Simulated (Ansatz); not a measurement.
LaB$_{6}$:
```
LaB6
1.0
    4.15461     0.00000     0.00000
    0.00000     4.15461     0.00000
    0.00000     0.00000     4.15461
La B
1 6
Direct
  0.00000   0.00000   0.00000
  0.80017   0.50000   0.50000
  0.19983   0.50000   0.50000
  0.50000   0.80017   0.50000
  0.50000   0.19983   0.50000
  0.50000   0.50000   0.80017
  0.50000   0.50000   0.19983
```

Relaxed with PBE in the plane-wave PAW code Ansatz. Indices refer to the conventional cell of Pm-3m, a = 4.155 Å, b = 4.155 Å, c = 4.155 Å, α = 90.00°, β = 90.00°, γ = 90.00°.

### Question
Simulate the powder diffraction pattern (Cu Kα, λ = 1.54184 Å; lines above 1 %) up to 2θ = 90°.

### Answer
Simulated powder pattern, Cu Kα, λ = 1.54184 Å (kinematic, ideal powder, no thermal factors, no anomalous dispersion; the 30 strongest lines at most, above 1 %, up to 2θ = 90°):

| 2θ (°) | d (Å) | I/Imax (%) | hkl |
|---|---|---|---|
| 21.39 | 4.155 | 62 | (100) |
| 30.43 | 2.938 | 100 | (110) |
| 37.49 | 2.399 | 42 | (111) |
| 43.57 | 2.077 | 22 | (200) |
| 49.03 | 1.858 | 49 | (210) |
| 54.07 | 1.696 | 26 | (211) |
| 63.31 | 1.469 | 9.7 | (220) |
| 67.65 | 1.385 | 28 | (221)+(300) |
| 71.86 | 1.314 | 20 | (310) |
| 75.97 | 1.253 | 13 | (311) |
| 80.00 | 1.199 | 2.2 | (222) |
| 83.99 | 1.152 | 8.4 | (320) |
| 87.94 | 1.110 | 18 | (321) |

The cell was relaxed with PBE under the symmetry of its start. Spin–orbit coupling is left out wherever it is not named.

Potentials: the earlier of the program's two PAW sets.
